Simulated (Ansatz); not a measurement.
TaN (rock salt)

```
CELL_PARAMETERS angstrom
      0.00000     2.18780     2.18780
      2.18780     0.00000     2.18780
      2.18780     2.18780     0.00000
ATOMIC_POSITIONS crystal
  N  0.00000 0.00000 0.00000
  Ta 0.50000 0.50000 0.50000
```

The slice is a {100} plane (indices of the conventional cell) through the point (0.500, 0.500, 0.500) (fractional), spanned by u = [100] and v = [0 1 -1] in vectors of this cell: u (3.09 Å) and v (3.09 Å, at 90° to u). It covers one period; positions are fractions (u, v).

These are PBEsol (plane waves to 420 eV, PAW, scalar-relativistic; Ansatz, a quantum-chemistry and plane-wave program) values and carry that method's errors. k mesh 18×18×18. Near the nuclei the fields are pseudised (PAW); where an atom keeps semicore shells as valence, they peak there. Spin-orbit coupling is left out, though Ta is heavy. TaN is run without spin polarisation. TaN was relaxed with its symmetry unable to fall. This is a high-temperature form of TaN.

Three fields on this plane, each scaled to ten steps between its own extremes (0 low, 9 high; the total valence density on a logarithmic scale, the potential cut 8 eV below its top; x marks points blanked near nuclei; v = 0 in the bottom row):

Map A
```
|xxxxxxxxxx7421000001247xxxxxxxxx|
|xxxxxxxxxx7421000001247xxxxxxxxx|
|xxxxxxxxx964211111112469xxxxxxxx|
|xxxxxxxxx854322222223458xxxxxxxx|
|xxxxxxxx97543333333334579xxxxxxx|
|xxxxxxxx86544555555544568xxxxxxx|
|xxxxxxx8655566xxxxx6655568xxxxxx|
|xxxxx9866667xxxxxxxxx7666689xxxx|
|xxx9876566xxxxxxxxxxxxx6656789xx|
|877655556xxxxxxxxxxxxxxx65555677|
|444444457xxxxxxxxxxxxxxx75444444|
|22223346xxxxxxxxxxxxxxxxx6433222|
|11112356xxxxxxxxxxxxxxxxx6532111|
|0001235xxxxxxxxxxxxxxxxxxx532100|
|0001235xxxxxxxxxxxxxxxxxxx532100|
|0001235xxxxxxxxxxxxxxxxxxx532100|
|0001235xxxxxxxxxxxxxxxxxxx532100|
|0001235xxxxxxxxxxxxxxxxxxx532100|
|11112356xxxxxxxxxxxxxxxxx6532111|
|22223346xxxxxxxxxxxxxxxxx6433222|
|444444457xxxxxxxxxxxxxxx75444444|
|877655556xxxxxxxxxxxxxxx65555677|
|xxx9876566xxxxxxxxxxxxx6656789xx|
|xxxxx9866667xxxxxxxxx7666689xxxx|
|xxxxxxx8655566xxxxx6655568xxxxxx|
|xxxxxxxx86544555555544568xxxxxxx|
|xxxxxxxx97543333333334579xxxxxxx|
|xxxxxxxxx854322222223458xxxxxxxx|
|xxxxxxxxx964211111112469xxxxxxxx|
|xxxxxxxxxx7421000001247xxxxxxxxx|
|xxxxxxxxxx7421000001247xxxxxxxxx|
|xxxxxxxxxx8421000001248xxxxxxxxx|
```

Map B
```
|xxxxxxxxxx3000011100003xxxxxxxxx|
|xxxxxxxxxx2000112110002xxxxxxxxx|
|xxxxxxxxx310002232200013xxxxxxxx|
|xxxxxxxxx200023444320002xxxxxxxx|
|xxxxxxxx20002356765320002xxxxxxx|
|xxxxxxxx00014689998641000xxxxxxx|
|xxxxxxx0001479xxxxx9741000xxxxxx|
|xxxxx2000148xxxxxxxxx8410002xxxx|
|xxx3200015xxxxxxxxxxxxx5100023xx|
|332100014xxxxxxxxxxxxxxx41000123|
|100000148xxxxxxxxxxxxxxx84100000|
|00000247xxxxxxxxxxxxxxxxx7420000|
|00002369xxxxxxxxxxxxxxxxx9632000|
|0112358xxxxxxxxxxxxxxxxxxx853211|
|1112469xxxxxxxxxxxxxxxxxxx964211|
|1123479xxxxxxxxxxxxxxxxxxx974321|
|1112469xxxxxxxxxxxxxxxxxxx964211|
|0112358xxxxxxxxxxxxxxxxxxx853211|
|00002369xxxxxxxxxxxxxxxxx9632000|
|00000247xxxxxxxxxxxxxxxxx7420000|
|100000148xxxxxxxxxxxxxxx84100000|
|332100014xxxxxxxxxxxxxxx41000123|
|xxx3200015xxxxxxxxxxxxx5100023xx|
|xxxxx2000148xxxxxxxxx8410002xxxx|
|xxxxxxx0001479xxxxx9741000xxxxxx|
|xxxxxxxx00014689998641000xxxxxxx|
|xxxxxxxx20002356765320002xxxxxxx|
|xxxxxxxxx200023444320002xxxxxxxx|
|xxxxxxxxx310002232200013xxxxxxxx|
|xxxxxxxxxx2000112110002xxxxxxxxx|
|xxxxxxxxxx3000011100003xxxxxxxxx|
|xxxxxxxxxx3100011100013xxxxxxxxx|
```

Map C
```
|xxxxxxxxxx0025789875200xxxxxxxxx|
|xxxxxxxxxx0036899986300xxxxxxxxx|
|xxxxxxxxx000368999863000xxxxxxxx|
|xxxxxxxxx000478999874000xxxxxxxx|
|xxxxxxxx00025789998752000xxxxxxx|
|xxxxxxxx00036789998763000xxxxxxx|
|xxxxxxx0002467xxxxx7642000xxxxxx|
|xxxxx0000135xxxxxxxxx5310000xxxx|
|xxx0000013xxxxxxxxxxxxx3100000xx|
|000000023xxxxxxxxxxxxxxx32000000|
|000002345xxxxxxxxxxxxxxx54320000|
|22334566xxxxxxxxxxxxxxxxx6654332|
|55667777xxxxxxxxxxxxxxxxx7777665|
|7788888xxxxxxxxxxxxxxxxxxx888887|
|8999999xxxxxxxxxxxxxxxxxxx999999|
|9999999xxxxxxxxxxxxxxxxxxx999999|
|8999999xxxxxxxxxxxxxxxxxxx999999|
|7788888xxxxxxxxxxxxxxxxxxx888887|
|55667777xxxxxxxxxxxxxxxxx7777665|
|22334566xxxxxxxxxxxxxxxxx6654332|
|000002345xxxxxxxxxxxxxxx54320000|
|000000023xxxxxxxxxxxxxxx32000000|
|xxx0000013xxxxxxxxxxxxx3100000xx|
|xxxxx0000135xxxxxxxxx5310000xxxx|
|xxxxxxx0002467xxxxx7642000xxxxxx|
|xxxxxxxx00036789998763000xxxxxxx|
|xxxxxxxx00025789998752000xxxxxxx|
|xxxxxxxxx000478999874000xxxxxxxx|
|xxxxxxxxx000368999863000xxxxxxxx|
|xxxxxxxxxx0036899986300xxxxxxxxx|
|xxxxxxxxxx0025789875200xxxxxxxxx|
|xxxxxxxxxx0025789875200xxxxxxxxx|
```

**Question.** Assign the maps to these fields: electron localisation function (ELF); valence electron density; electrostatic potential energy of an electron, from the cell's mean.

**Answer.** A is the valence electron density; B is the electron localisation function (ELF); C is the electrostatic potential energy of an electron, from the cell's mean.
